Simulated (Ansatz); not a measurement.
Relaxed FeNi3 (Cu3Au type):

```xyz
4
Lattice="3.5443 0.0000 0.0000 0.0000 3.5443 0.0000 0.0000 0.0000 3.5443" Properties=species:S:1:pos:R:3 pbc="T T T"
Ni     0.0000     1.7721     1.7721
Ni     1.7721     1.7721     0.0000
Ni     1.7721     0.0000     1.7721
Fe     0.0000     0.0000     0.0000
```

Scan: atom 3 (Ni, nearest neighbour Ni at 2.506 Å; its periodic images, 3.5 Å or more away, move with it) is displaced along Cartesian z, direction (0.000, 0.000, 1.000) in Cartesian axes, by s. The other atoms stay.

Calculation: PBE (plane waves to 420 eV, PAW, scalar-relativistic; Ansatz, a program for electronic structure). k mesh 11×11×11 (Γ-centred), Fermi-Dirac smearing 0.05 eV. The energy includes the smearing's −TS. Stress and pressure are positive under compression. With partly filled bands, energies and forces of such displacements shift with the k mesh and the smearing. F∥ is the force on the atom along that direction. FeNi3 was relaxed with its symmetry unable to fall. Relaxed FeNi3 ends ferromagnetic. The magnetic order is the one the run started from; other orders were not tried. The zero of ΔE is the undisplaced structure.

```csv
s (Å),ΔE (meV/cell),moment (μB/cell),F∥ (eV/Å),P (GPa)
-0.250,266,4.75,2.201,3.2
-0.200,168,4.77,1.720,2.0
-0.150,93,4.78,1.263,1.1
-0.100,41,4.80,0.828,0.5
-0.050,10,4.81,0.409,0.1
0.000,0,4.81,0.000,-0.1
0.050,10,4.81,-0.409,0.1
0.100,41,4.80,-0.828,0.5
0.150,93,4.78,-1.263,1.1
0.200,168,4.77,-1.720,2.0
0.250,266,4.75,-2.201,3.2
```

What the scan shows:

* **Energy at s = 0.250 Å**: 266 meV/cell
* **Force along the line at s = -0.250 Å**: 2.20 eV/Å
* **Symmetry of the curve**: even: the same for both signs
* **Shape of the curve**: a single well with its minimum at or next to zero displacement
* **Force constant k = d²E/ds² at s = 0 (finite differences)**: 8.16 eV/Å²
* **Harmonic estimate at the end of the scan**: ½ks² = 255 meV/cell against the computed 266 meV/cell, so the well is close to harmonic there

(For displaced atoms, the force is minus the slope of the energy, and its curvature is a force constant, which sets phonon frequencies.)
